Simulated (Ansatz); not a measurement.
Relaxed C (graphite type, space group P6_3/mmc):

```
C
1.0
    2.45537     0.00000     0.00000
   -1.22769     2.12641     0.00000
    0.00000     0.00000     6.67102
C
4
Cartesian
  0.00000   0.00000   1.66776
  0.00000   0.00000   5.00327
  0.00000   1.41761   1.66776
  1.22769   0.70880   5.00327
```

Two-dimensional scan of atom 1 (C, nearest neighbour C at 1.418 Å; its periodic images, 2.5 Å or more away, move with it): u runs along (1.000, 0.000, 0.000), v along (0.000, 1.000, 0.000) (Cartesian). Cell and other atoms are fixed.

Level of theory: r2SCAN+rVV10 (plane waves to 500 eV, PAW, scalar-relativistic; Ansatz, a program for electronic structure). k mesh 12×12×4 (Γ-centred), Fermi-Dirac smearing 0.05 eV. E stands for the smeared free energy. Points where atoms come too close for the PAW data are left out (x in tables, blank in figures). With partly filled bands, energies and forces of such displacements shift with the k mesh and the smearing. C was relaxed with its symmetry unable to fall. The zero of ΔE is the undisplaced structure. Axes are in Å.

```csv
ΔE (meV/cell),u = -0.350,u = -0.233,u = -0.117,u = 0.000,u = 0.117,u = 0.233,u = 0.350
v = -0.350,x,x,2884,2188,2884,x,x
v = -0.233,x,x,1782,1218,1782,x,x
v = -0.117,x,…,839,345,839,…,x
v = 0.000,x,1503,381,0,381,1503,x
v = 0.117,2547,1454,693,…,693,1454,2547
v = 0.233,2777,…,…,1824,…,…,2777
v = 0.350,x,x,x,x,x,x,x
```

### Question
Complete the blanks.

### Answer

- v = -0.117, u = -0.233: 2337
- v = -0.117, u = 0.233: 2337
- v = 0.117, u = 0.000: 417
- v = 0.233, u = -0.233: 2268
- v = 0.233, u = -0.117: 1944
- v = 0.233, u = 0.117: 1944
- v = 0.233, u = 0.233: 2268

(A displaced cell: forces are minus the slopes of the energy, force constants its curvatures, and phonons follow from these.)
